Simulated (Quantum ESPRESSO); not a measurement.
```yaml
crystal:
  lattice:
    - [0.00000, 4.02927, 4.02927]
    - [4.02927, 0.00000, 4.02927]
    - [4.02927, 4.02927, 0.00000]
  atoms:
    - { symbol: Sr, position: [0.25000, 0.25000, 0.25000] }
    - { symbol: Sr, position: [0.75000, 0.75000, 0.75000] }
    - { symbol: Ti, position: [0.50000, 0.50000, 0.50000] }
    - { symbol: Sn, position: [0.00000, 0.00000, 0.00000] }
    - { symbol: O, position: [0.74411, 0.25589, 0.25589] }
    - { symbol: O, position: [0.25589, 0.74411, 0.74411] }
    - { symbol: O, position: [0.25589, 0.74411, 0.25589] }
    - { symbol: O, position: [0.74411, 0.25589, 0.74411] }
    - { symbol: O, position: [0.25589, 0.25589, 0.74411] }
    - { symbol: O, position: [0.74411, 0.74411, 0.25589] }
```
The cell comes from the Materials Project (a computed structure). It is Sr2TiSnO6 in Fm-3m; whether this form has been observed was not checked. Stability against distortions was not tested. The run has no spin polarisation.

A lattice sum over point charges, one formal value an element (Sr +2, Ti +4, Sn +4, O -2), with no Sternheimer factor, costs far less than a self-consistent run. Taken along the main axis of each site's self-consistent tensor, it gives:

```json
[
 {"site": "O (atoms 5, 6, 7, 8, 9, 10)", "V along that axis, point charges (a.u.)": "0.195"}
]
```

Question: How do the values of a PBE PAW density (pw.x of a modified build of Quantum ESPRESSO, JTH datasets) with the all-electron reconstruction of Petrilli and co-workers compare?

Answer: 
| site | Vzz, PAW (a.u.) | PAW over point charges |
|---|---|---|
| O | 0.597 | 3.1 |
  Cores are frozen. Against all-electron runs on small test molecules, this scheme's |Vzz| missed by −2 to +6 % on O.
